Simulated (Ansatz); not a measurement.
Is this Ta2NbO4 structure a true minimum?

It was reached by relaxing an invented guess, and it needn't be the stable form of this composition.

The calculation used Ansatz, DFT PBE, scalar-relativistic, plane waves, PAW. Cutoff 420 eV; k points 6×8×8 on the computed 7-atom cell (Γ-centred); Gaussian smearing, width 0.10 eV; no spin polarisation.

The cell below (7 atoms, space group Amm2 (No. 38)) is relaxed within its symmetry.

```xyz
7
Lattice="5.1335 0.0000 0.0000 0.0000 3.7182 2.9404 0.0000 -3.7182 2.9404" Properties=species:S:1:pos:R:3 pbc="T T T"
Ta    2.5667    1.3417    1.8637
Ta    2.5667   -1.3417    1.8637
Nb    0.0000    0.0000    3.0654
O     3.8342   -1.4945    3.4500
O     1.2992    1.4945    3.4500
O     3.8342    1.4945    3.4500
O     1.2992   -1.4945    3.4500
```

For the test it was strained at random (σ = 1.5 % a component), the atoms were moved at random (σ = 0.15 Å), and all was relaxed again on a coarse 6×6×4 mesh (in the run’s order of axes) with 0.20 eV smearing, with no symmetry imposed.

These runs have no spin–orbit coupling, which can matter for Ta. An odd number of electrons in the primitive cell allows no gap without spin; a larger cell or a magnetic state could open one.

Problem. Does it come back?

Solution. It returns, within 1 meV/atom of the unmoved cell on that mesh and with the same symmetry when read at 0.1 Å (Cm at 0.01 Å, so small strains and shifts remain). No instability shows in this cell; modes of other wave vectors, which need another repeat, aren't tested.
